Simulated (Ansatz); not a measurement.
MgRh: energy along a strain

MgRh, Pm-3m, a = 3.099 Å (as given, not relaxed at this level: -1.9 GPa). The structure is a COD entry; whether it is the stable form wasn't checked. Ansatz: PBEsol, PAW, 420 eV, Γ-centred 16×16×16 mesh on 2 atoms, Gaussian smearing 0.15 eV; no spin polarisation. Cell vectors (Å): 3.099 0.000 0.000; 0.000 3.099 0.000; 0.000 0.000 3.099. The cell is strained by x per cent times the pattern (0 0 0 0 0 1) in the order xx yy zz yz xz xy (engineering shears), with fractional coordinates held. y is the free energy over the start, V0 = 14.884 Å³/atom. Symmetry makes y even in x.

| x (%) | y (meV/atom) |
| --- | --- |
| -4.00 | 5.76 |
| -2.00 | 1.44 |
| 0.00 | 0.00 |
| 0.50 | 0.09 |
| 1.00 | 0.36 |
| 1.50 | 0.81 |
| 2.50 | 2.25 |
| 3.00 | ? |
| 3.50 | 4.41 |

Fit y = c2 x² + c4 x⁴ to the other rows, get the stiffness along the pattern, and predict the missing energy.

Least squares on the rows shown. y = 0.3600 x² + 0 x⁴. The clamped-ion stiffness p·C·p = 2 × 3.600 eV × 160.2 / 14.884 Å³ = 77 GPa, which is C66 in these axes (C44 of the cubic crystal) (second derivative at the start, which stands under stress). At x = 3.00 the fit asked for gives 3.24 meV/atom. The run gave 3.25 meV/atom, so the fit is 0.01 meV/atom too low, a small miss on the scale of the series.